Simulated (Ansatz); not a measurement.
Ansatz (a first-principles code) input:

Ansatz 0.2 input:
```yaml
crystal:
  lattice:
    - [0.0, 2.8329974723, 2.8329974723]
    - [2.8329974723, 0.0, 2.8329974723]
    - [2.8329974723, 2.8329974723, 0.0]
  atoms:
    - { symbol: Zn, position: [0.0, 0.0, 0.0] }
    - { symbol: Se, position: [0.25, 0.25, 0.25] }
kpoints:
  mp_grid: { grid: [9, 9, 9] }
hamiltonian:
  xc: r2scan
  pseudopotentials: { azcp: { folder: ./paw }, kind: paw }
scf:
  occupations: { method: fixed }
phonons:
  method: dfpt
  response_accuracy: low
  eigenvectors: true
  rigid_motions: translations
  dielectric: true
  raman: true
```

Output (shortened):

```
zone centre: on kpoints.mp_grid the ground state, and the responses unless they are solved on pairs of k-points, stand on 125 of the mesh's 729 k-points, …
Pseudopotentials: kind: paw
Pseudopotential: Zn, paw, valence charge 12
Pseudopotential: Se, paw, valence charge 16
Functional definition: r2SCAN
Crystal: 2 atoms, lattice volume = 45.475 Å³
Basis set: ecut = 500 eV, 1139 PW (Γ), exchange–correlation on 150×150×150 points (125 copies of the dense FFT grid, shifted against one another)
Bands: 18, of which v1, the nominal top of the filled ones, is band 14 counted from 1 (13 counted from 0)
Symmetry: 24 space group operations
k-points: 125 of 729 (irreducible under 4 space group operations, time reversal used)
PAW frozen core: Zn, regenerated for the run's functional
PAW frozen core: Se, regenerated for the run's functional
Initial density: superposition of atomic densities (chi_scale 0.1, normalization cell, long waves kept (reshape's long-wave potential 0.00 eV rms))
Initial wavefunctions: pseudopotential atomic-orbital guess
Eigensolver: davidson
Functional: x = r2scan, c = r2scan; τ floored in thin density (d = 2e-4 eV/Å³)
SCF iter   1: F=—  HF=-8805.841127 eV  |F-HF|=—  |Δ(HF+E_count)|=         —  Δρ=7.22e-2  dr2=1.31e0  dr2_τ=5.78e-3  ethr=3.10e-3  ⟨swp⟩=4.4  Hψ=10794  notcnv=0  defer=215
all-band conjugate gradients solve this SCF's bands
preconditioner: auto → none
SCF iter   2: F=—  HF=-8805.594141 eV  |F-HF|=—  |Δ(HF+E_count)|=   2.47e-1  Δρ=2.33e-2  dr2=1.69e-1  dr2_τ=2.81e-3  ethr=3.10e-3  ⟨swp⟩=3.0  Hψ=4959  notcnv=0  defer=231
SCF iter   3: F=—  HF=-8805.519261 eV  |F-HF|=—  |Δ(HF+E_count)|=   7.49e-2  Δρ=1.40e-2  dr2=4.42e-2  dr2_τ=3.55e-4  ethr=6.05e-4  ⟨swp⟩=2.0  Hψ=4453  notcnv=0  defer=233
SCF iter   4: F=—  HF=-8805.515055 eV  |F-HF|=—  |Δ(HF+E_count)|=   4.21e-3  Δρ=2.54e-3  dr2=1.74e-3  dr2_τ=3.75e-5  ethr=1.58e-4  ⟨swp⟩=2.2  Hψ=4464  notcnv=0  defer=233
SCF iter   5: F=—  HF=-8805.515678 eV  |F-HF|=—  |Δ(HF+E_count)|=   6.23e-4  Δρ=6.86e-4  dr2=1.76e-4  dr2_τ=4.20e-6  ethr=6.21e-6  ⟨swp⟩=2.0  Hψ=3636  notcnv=0  defer=244
SCF iter   6: F=—  HF=-8805.515736 eV  |F-HF|=—  |Δ(HF+E_count)|=   5.76e-5  Δρ=1.09e-4  dr2=3.50e-6  dr2_τ=1.49e-7  ethr=6.27e-7  ⟨swp⟩=2.0  Hψ=4256  notcnv=0  defer=244
SCF iter   7: F=—  HF=-8805.515735 eV  |F-HF|=—  |Δ(HF+E_count)|=   8.91e-7  Δρ=3.56e-5  dr2=4.08e-7  dr2_τ=1.77e-9  ethr=1.25e-8  ⟨swp⟩=2.0  Hψ=4000  notcnv=0
SCF iter   8: F=—  HF=-8805.515735 eV  |F-HF|=—  |Δ(HF+E_count)|=   2.68e-7  Δρ=1.06e-5  dr2=2.43e-8  dr2_τ=8.52e-11  ethr=1.46e-9  ⟨swp⟩=2.0  Hψ=4000  notcnv=0
SCF iter  10: F=-8805.515735 eV  HF=-8805.515735 eV  |F-HF|=0.00e0  |Δ(HF+E_count)|=  2.91e-11  Δρ=7.59e-8  dr2=1.25e-12  dr2_τ=2.16e-14  ethr=1.00e-12  ⟨swp⟩=7.2  Hψ=13309  notcnv=0
SCF 1 converged in 10 iterations: F = -8805.515735 eV  dr2 = 1.25e-12
NSCF: frozen V_eff on 6 k-points
DFPT response loops at Γ: preconditioner auto → none (the input reference at scf.mixing.eps_inf says where Resta's filter doesn't serve); β = 0.50 …
── the response to a field inside a basis, on 10×10×10 k-points: an SCF that follows is theirs, and a resumed run solves both again ──
Crystal: 2 atoms, lattice volume = 45.475 Å³
Bands: 15, of which v1, the nominal top of the filled ones, is band 14 counted from 1 (13 counted from 0)
k-points: 110
Initial density: handed on by an earlier stage of this run
Initial wavefunctions: pseudopotential atomic-orbital guess (no wavefunctions were taken with the density)
Eigensolver: Dense (110 Hₖ)
SCF iter   1: F=—  HF=-8805.512649 eV  |F-HF|=—  |Δ(HF+E_count)|=         —  Δρ=1.27e-4  dr2=2.34e-6  dr2_τ=7.52e-7  ethr=1.00e-1
all-band conjugate gradients don't solve this SCF's bands (scf.eigensolver.kind)
preconditioner: auto → none
SCF iter   2: F=—  HF=-8805.512651 eV  |F-HF|=—  |Δ(HF+E_count)|=   1.51e-6  Δρ=9.42e-5  dr2=1.55e-6  dr2_τ=4.37e-8  ethr=8.35e-9
SCF iter   3: F=—  HF=-8805.512652 eV  |F-HF|=—  |Δ(HF+E_count)|=   1.05e-6  Δρ=6.61e-5  dr2=1.32e-6  dr2_τ=1.14e-8  ethr=5.55e-9
SCF iter   4: F=—  HF=-8805.512651 eV  |F-HF|=—  |Δ(HF+E_count)|=   5.93e-7  Δρ=6.46e-6  dr2=6.03e-9  dr2_τ=3.51e-10  ethr=4.73e-9
SCF iter   5: F=—  HF=-8805.512651 eV  |F-HF|=—  |Δ(HF+E_count)|=   6.93e-9  Δρ=1.46e-6  dr2=3.85e-10  dr2_τ=3.68e-11  ethr=2.15e-11
SCF iter   6: F=-8805.512651 eV  HF=-8805.512651 eV  |F-HF|=2.55e-11  |Δ(HF+E_count)|=  6.26e-10  Δρ=2.43e-7  dr2=1.27e-11  dr2_τ=1.09e-12  ethr=1.38e-12
SCF 1 converged in 6 iterations: F = -8805.512651 eV  dr2 = 1.27e-11
DFPT response loops at Γ: mixed as the last ones told, above
DFPT response loops at Γ: mixed as the last ones told, above
WARN: field response: ε∞ stands inside a basis, on 10×10×10 points …
SCF converged after 10 iterations
Free energy (F): -8805.515735 eV
Harris-Foulkes:  -8805.515735 eV  (|F-HF|=0.00e0)
Internal energy: -8805.515735 eV  (E = F + TS)
E sigma→0 (E₀):  -8805.515735 eV
Fermi energy:    6.237219 eV
--- Per-component energies (eV) ---
  E_band       = -406.515434
  E_kinetic    = 257.094226
  E_local      = -4846.808648  (includes V_loc(G=0)·N_el)
  E_nonlocal   = 472.584580
  E_hartree    = 2244.117694
  E_xc         = -150.578881
  E_vxc        = -148.264240  (∫ρ·V_xc dr)
  E_paw        = -4058.263772  (= ΣΔE_a)
  E_vpaw       = -636.752401  (= ΣTr[D̂ρ^β])
  E_aug_tail   = 0.000073  (compensation charges beyond the density's cutoff)
  E_vtau       = 7.395534  (kinetic-family band-sum trace: ∫τ·v_τ [+ j·A + Jᵃ·Aᵃ] dr)
  E_ewald      = -2721.713630
  E_core_change = -1.947377  (= ΣΔE_core)
  E_smearing   =  0.000000  (= −TS)
  E_closure    = 0.000000  (closes the sum)
  Σ components = -8805.515735   (vs F -8805.515735, Δ=0.00e0)
  [band-id]    e_kinetic+e_local+e_nonlocal+2·e_hartree+e_vxc+e_vpaw+e_augmentation_tail+e_vtau = -406.515488   (vs E_band -406.515434, Δ=-5.41e-5)
--- Band table (eV; the first three rows and the last of 125) ---
  k-point 0: bands = ["-41.3651", "-41.3651", "-41.3651", "-41.3593", "-41.3593", "-7.4861", "-0.4599", "-0.4599", "-0.4599", "-0.0595", "-0.0595", "6.2372", "6.2372", "6.2372", "8.0998", "12.5579", "12.5579", "12.5579"]
  k-point 1: bands = ["-41.3651", "-41.3651", "-41.3651", "-41.3593", "-41.3593", "-7.4025", "-0.4532", "-0.4466", "-0.4466", "-0.0606", "-0.0606", "5.1811", "6.1137", "6.1137", "8.9021", "12.4748", "12.7704", "12.7704"]
  k-point 2: bands = ["-41.3651", "-41.3650", "-41.3650", "-41.3593", "-41.3593", "-7.1778", "-0.4149", "-0.4149", "-0.4112", "-0.0603", "-0.0603", "3.5861", "5.8301", "5.8301", "9.4868", "13.0256", "13.1428", "13.1428"]
  k-point 124: bands = ["-41.3652", "-41.3650", "-41.3648", "-41.3593", "-41.3592", "-6.5578", "-0.3388", "-0.3123", "-0.1375", "-0.0535", "0.0456", "1.8080", "3.4232", "4.7806", "11.3446", "12.5415", "13.1695", "15.7593"]
  band table: 18 of 18 bands, residual norms ≤ 1.0e-3 eV
--- Phonons (Γ-DFPT): 2 representative perturbations + reference, on 125 of 729 k-points (Σ response iterations 10) ---
  k mesh reduced under 4 symmetry operations, with k and −k counted as one. Each operation leaves every solved perturbation unchanged …
  ASR residual: 5.085e-4 → 0.000e0 eV/Å²; symmetrization residual: 2.258e-5 eV/Å²
  ASR residual per site (eV/Å²): 4.95e-4 5.08e-4
  Γ frequencies (cm⁻¹): 0.00 0.00 0.00 203.86 203.86 203.86
  ε∞ (high-frequency dielectric tensor):
        6.394358     0.000000     0.000000
        0.000000     6.394358     0.000000
        0.000000     0.000000     6.394358
  ε⁰ (static dielectric tensor: ions relaxed, cell fixed):
        9.466465     0.000000     0.000000
        0.000000     9.466465     0.000000
        0.000000     0.000000     9.466465
  ε⁰ − ε∞ (ionic part):
        3.072108     0.000000     0.000000
        0.000000     3.072108     0.000000
        0.000000     0.000000     3.072108
  softest optical mode at Γ: 203.86 cm⁻¹; the repairs (sum rule, projections) moved no ω² at Γ by more than (1.62 cm⁻¹)²
  Born effective charges Z* (e; rows j = field, columns β = displacement):
    site 0:
         2.05432    0.00000    0.00000
         0.00000    2.05432    0.00000
         0.00000    0.00000    2.05432
    site 1:
        -2.05432    0.00000    0.00000
         0.00000   -2.05432    0.00000
         0.00000    0.00000   -2.05432
  Z* charge neutrality: 2.135e-4 e pre-enforcement
  solved inside a basis spanned on kpoints, on 10×10×10 k-points transformed towards the longest dipole …
  Raman tensors (in the event stream and the table raman_tensors.tsv) …
  optical modes at Γ without the LO–TO term, one row a degenerate level:
      ω (cm⁻¹)  modes    IR ((D/Å)²/amu)  static Raman (Å⁴/amu)  depolarisation
        203.86      3             8.1663                 1.0281           0.750
  optical modes at Γ + LO–TO along q̂ = [1.0000, 0.0000, 0.0000]:
      ω (cm⁻¹)  modes    IR ((D/Å)²/amu)  static Raman (Å⁴/amu)  depolarisation
        203.86      2             5.4442                 0.6854           0.750
        248.04      1             2.7221                 6.8611           0.750
  optical modes at Γ + LO–TO along q̂ = [0.0000, 1.0000, 0.0000]:
      ω (cm⁻¹)  modes    IR ((D/Å)²/amu)  static Raman (Å⁴/amu)  depolarisation
        203.86      2             5.4442                 0.6854           0.750
        248.04      1             2.7221                 6.8611           0.750
  optical modes at Γ + LO–TO along q̂ = [0.0000, 0.0000, 1.0000]:
      ω (cm⁻¹)  modes    IR ((D/Å)²/amu)  static Raman (Å⁴/amu)  depolarisation
        203.86      2             5.4442                 0.6854           0.750
        248.04      1             2.7221                 6.8611           0.750
```

Cost: around 10 core-minutes (rough) on shared cores.

Space group F-43m (zinc blende). The cell was relaxed with r²SCAN under the symmetry of its start; phonons on a q-mesh show no instability. Scalar-relativistic: spin–orbit coupling is off unless named, which matters more the heavier the elements.

Potentials: the earlier of the program's two PAW sets.

Ansatz is a plane-wave DFT program.
